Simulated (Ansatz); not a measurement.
BaTe, in the lowest of the structures calculated here: Fm-3m (No. 225), cF8, rock salt type; a = b = c = 7.063 Å, α = β = γ = 90.00°; Te 4a (0.000, 0.000, 0.000); Ba 4b (0.500, 0.500, 0.500). Method: r2SCAN (plane waves to 500 eV, PAW, scalar-relativistic; Ansatz, a quantum-chemistry and plane-wave program). Element references, the lowest calculated here: Ba (Im-3m), Te (P3₁21).

### Question
What formation energy of this Fm-3m form of BaTe from the elements does r2SCAN give?

### Answer
-2.12 eV/atom.

Static energies, no anion corrections, no zero-point energy. Values are rounded to 0.01 eV/atom. Spin-orbit coupling is missing from these energies, which matters for elements this heavy. The compounds carry no spin polarisation.
